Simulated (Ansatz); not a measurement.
LuB₂Os₃:
```
CELL_PARAMETERS angstrom
      5.49103     0.00000     0.00000
     -2.74552     4.75537     0.00000
      0.00000     0.00000     3.01082
ATOMIC_POSITIONS crystal
  B  0.33333 0.66667 0.00000
  B  0.66667 0.33333 0.00000
  Os 0.50000 0.00000 0.50000
  Os 0.50000 0.50000 0.50000
  Os 0.00000 0.50000 0.50000
  Lu 0.00000 0.00000 0.00000
```

Relaxed with r²SCAN. Special points in fractions of this cell's reciprocal vectors: Γ (0.000, 0.000, 0.000); M (0.500, 0.000, 0.000); K (0.333, 0.333, 0.000); A (0.000, 0.000, 0.500); L (0.500, 0.000, 0.500); H (0.333, 0.333, 0.500).

Question: List the band energies nearest the Fermi level at these points for r²SCAN with spin–orbit coupling in the plane-wave PAW code Ansatz.

Answer: In eV from the Fermi level; about four levels below and three above (degenerate sets whole), none deeper than 8.9 eV; points with the same levels are listed once.

| k | below | above |
|---|---|---|
| Γ | -1.07 -1.07 -0.73 -0.73 | 0.17 0.17 0.70 0.70 |
| M | -0.69 -0.69 -0.40 -0.40 | 0.67 0.67 0.91 0.91 |
| K | -0.27 -0.27 -0.05 -0.05 | 1.20 1.20 2.85 2.85 |
| A | -0.30 -0.30 -0.04 -0.04 | 0.16 0.16 1.46 1.46 |
| L | -0.44 -0.44 -0.05 -0.05 | 0.66 0.66 1.60 1.60 |
| H | -0.76 -0.76 -0.46 -0.46 | 0.97 0.97 1.12 1.12 |

Space group P6/mmm. The workflow started from an entry of the Crystallography Open Database (COD). Its standing as an ambient phase is unchecked. Symmetry was held in the r²SCAN relaxation; its stability against distortions is not shown here. The run is not spin-polarised.

Potentials: the later of the program's two PAW sets.
